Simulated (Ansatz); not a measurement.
Ga2O3:
Space group C2/m (No. 12); a = 12.2760 Å, b = 3.0475 Å, c = 5.8104 Å, α = γ = 90.00°, β = 103.72°

| atom | site | symmetry | x | y | z |
|---|---|---|---|---|---|
| Ga | 4i | m | 0.0905 | 0.0000 | 0.2953 |
| Ga | 4i | m | 0.3412 | 0.0000 | 0.1855 |
| O | 4i | m | 0.1732 | 0.0000 | 0.0628 |
| O | 4i | m | 0.1653 | 0.0000 | 0.6095 |
| O | 4i | m | 0.0037 | 0.5000 | 0.2441 |
(The calculation used a cell of 10 atoms; values per cell refer to that cell.)

Relaxed with PBEsol. PBEsol in the plane-wave PAW code Ansatz gives a gap of 2.22 eV.

Task: What gap does HSE06 give on the same cell (Ansatz, PAW)?

Result: 4.12 eV, 1.90 eV more. The hybrid was solved on a coarser mesh and at special points; the gap given is the minimum over both.

| k | v1 PBEsol | c1 PBEsol | v1 HSE06 | c1 HSE06 |
|---|---|---|---|---|
| Γ | -0.02 | 2.22 | -0.02 | 4.12 |
| Y2 | -0.16 | 4.42 | … | … |
| A | -0.31 | 4.60 | -0.32 | 6.57 |
| M2 | -0.02 | 5.02 | -0.02 | 7.03 |
| V2 | -0.12 | 5.47 | … | … |
| L2 | -0.66 | 6.73 | … | … |
| C | -0.11 | 5.61 | -0.22 | 7.67 |
| D | -0.64 | 6.76 | … | … |

Task: Top valence (v1) and lowest conduction level (c1) in eV from each method's valence maximum (which need not be a listed point): supply the withheld HSE06 values.

Result: 
- L2, v1 HSE06: -0.72
- L2, c1 HSE06: 8.89
- V2, v1 HSE06: -0.23
- V2, c1 HSE06: 7.53
- D, v1 HSE06: -0.68
- D, c1 HSE06: 8.91
- Y2, v1 HSE06: -0.20
- Y2, c1 HSE06: 6.35

Cost on shared cores: the PBEsol run (SCF on a 9×9×5 mesh, then bands and DOS) about 6 core-minutes (a rough figure), the HSE06 run (SCF on 6×6×3, then a few points) very roughly 21 core-minutes; the tasks are unlike.

The PBEsol relaxation kept the symmetry of its start. Spin–orbit coupling is left out wherever it is not named.

Potentials: the later of the program's two PAW sets.
